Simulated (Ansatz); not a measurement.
Elastic constants of Ga₂O: input and output

These are results of Ansatz, DFT PBE, scalar-relativistic, plane waves, PAW, not measurements.

It can be run as:
```bash
ansatz run input.yaml --threads 1 --pin off --backend cpu --events-out ev --progress --plain --runs-dir out  # memory cap (--max-ram) not shown
```

Input (bare energies are in eV):
```yaml
crystal:
  lattice:
    - [0.0, 2.97850938, 2.97850938]
    - [2.97850938, 0.0, 2.97850938]
    - [2.97850938, 2.97850938, 0.0]
  atoms:
    - { symbol: Ga, position: [0.25, 0.25, 0.25] }
    - { symbol: Ga, position: [0.75, 0.75, 0.75] }
    - { symbol: O, position: [0.0, 0.0, 0.0] }
basis:
  ecutwfc: 420
kpoints:
  mp_grid: { grid: [12, 12, 12] }
hamiltonian:
  xc: pbe
scf:
  occupations: { method: fermi_dirac, width: 0.15 }
output:
  forces: true
  stress: true
  eigenvalues: true
elastic:
  mode: clamped_ion
  amplitude: 0.005
  stencil: two_point
```

From the output:
```
--- Elastic constants: 2 strain directions × 2 members + reference (group order 48) ---
  dense FFT box of the reference and of every strained cell: 30×30×30
  strains applied: 11, 23; error gains: componentwise 1.00 (the most a stress slope's error grows in a printed constant), spectral 1.73 (1 for all six strains in a standard setting)
  C = ∂σ_k/∂η_j (tension-positive GPa; Voigt order 11 22 33 23 13 12):
        47.458     49.822     49.822      0.000      0.000      0.000
        49.822     47.458     49.822      0.000      0.000     -0.000
        49.822     49.822     47.458      0.000     -0.000     -0.000
        -0.000      0.000      0.000    -32.587      0.000     -0.000
         0.000      0.000     -0.000      0.000    -32.587     -0.000
        -0.000     -0.000     -0.000      0.000     -0.000    -32.587
  reference stress σ⁰ (GPa):      0.006      0.006      0.006      0.000      0.000     -0.000
  C* (energy form; C + prestress term) asymmetry max|C*_kj − C*_jk| = 2.842e-14 GPa — a small one proves nothing (zero by symmetry where the batch's group is 432, −43m or m−3m); a large one is finite-difference/SCF noise where every solve ...
  moduli (Voigt/Reuss/Hill, GPa): K = 49.03/49.03/49.03   G = -20.03/-2.80/-11.41   E = -37.12   ν = 0.626
  mechanically stable: NO (min eigenvalue of sym C = -32.59 GPa)
  strain η (Voigt 11):  stress-route row diagonal C_11 = 47.46 GPa, energy-path curvature d²(F+E_count+ΔE)/dδ²/Ω₀ = 47.23 GPa
         δ    σ_11 (GPa) F (eV) n_scf n_hpsi n_pw
    -5.000e-3      -0.2318       -8131.3480781       8   67380   1037
     5.000e-3       0.2427       -8131.3480857       7   60979   1056
  strain η (Voigt 23):  stress-route row diagonal C_44 = -32.59 GPa, energy-path curvature d²(F+E_count+ΔE)/dδ²/Ω₀ = -32.75 GPa
         δ    σ_23 (GPa) F (eV) n_scf n_hpsi n_pw
    -5.000e-3       0.1629       -8131.3484133       9  123230   1052
     5.000e-3      -0.1629       -8131.3484133       8  109752   1052
```

The cell was built by swapping an element in a database structure (itself possibly hypothetical) and relaxing; it need not be the stable form of this composition. In a metal, frequencies and elastic constants depend on the k mesh and the smearing, soft modes and shear constants most. Spin polarisation was left out, and a magnetic state may lie lower. A semilocal functional can close a gap that the real compound has.

As the tensor has a negative eigenvalue, the Reuss and Hill moduli of a polycrystal, and E and ν formed from them, have no physical meaning here.

Clamped-ion constants are upper bounds: once the atoms relax, a strain can turn out softer or unstable.